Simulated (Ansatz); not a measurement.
Given:

Cs$_{2}$MnSe$_{2}$:
```yaml
crystal:
  lattice:
    - [-3.21349, 3.76374, 7.11961]
    - [3.21349, -3.76374, 7.11961]
    - [3.21349, 3.76374, -7.11961]
  atoms:
    - { symbol: Mn, position: [0.00000, 0.00000, 0.00000], spin: 4.2 }
    - { symbol: Mn, position: [0.00000, 0.50000, 0.50000], spin: -4.2 }
    - { symbol: Se, position: [0.91902, 0.84602, 0.57300] }
    - { symbol: Se, position: [0.08098, 0.65398, 0.92700] }
    - { symbol: Se, position: [0.72698, 0.15398, 0.07300] }
    - { symbol: Se, position: [0.27302, 0.34602, 0.42700] }
    - { symbol: Cs, position: [0.51752, 0.60247, 0.41505] }
    - { symbol: Cs, position: [0.48248, 0.89753, 0.08495] }
    - { symbol: Cs, position: [0.81259, 0.39753, 0.91505] }
    - { symbol: Cs, position: [0.18741, 0.10247, 0.58495] }
```

This is the PBEsol-relaxed structure. Cartesian axes are those of the cell as given.

### Question
All from PBEsol in the plane-wave PAW code Ansatz, unless another level is named. Predict the hole effective mass.

### Answer
2.2, 4.4, 4.4 mₑ (principal values).

### Question
Next, the electron effective mass?

### Answer
0.86, 1.5, 2.1 mₑ (principal values).

### Question
Next, the weight of the valence-edge state by species (Voronoi cells)?

### Answer
Se 53 %, Mn 40 %, Cs 7 %.

### Question
And the valence-band maximum?

### Answer
off the standard path, at k = (0.208, -0.219, -0.208).

Space group Ibam. The workflow started from an entry of the Crystallography Open Database (COD). Its standing as an ambient phase is unchecked. Symmetry was held in the PBEsol relaxation, as lowered by the spin order; whether a distortion lowers the energy is not shown. Magnetic state: antiferromagnetic, chosen from 2 collinear starts compared on coarse meshes (ties went to the first, and starts can fall back to one state), not a proven ground state. No Hubbard U is applied. Scalar-relativistic: spin–orbit coupling is off unless named, which matters more the heavier the elements.

Potentials: the later of the program's two PAW sets.

Edges and masses are those of Kohn–Sham bands, whose gap is no quasiparticle gap.
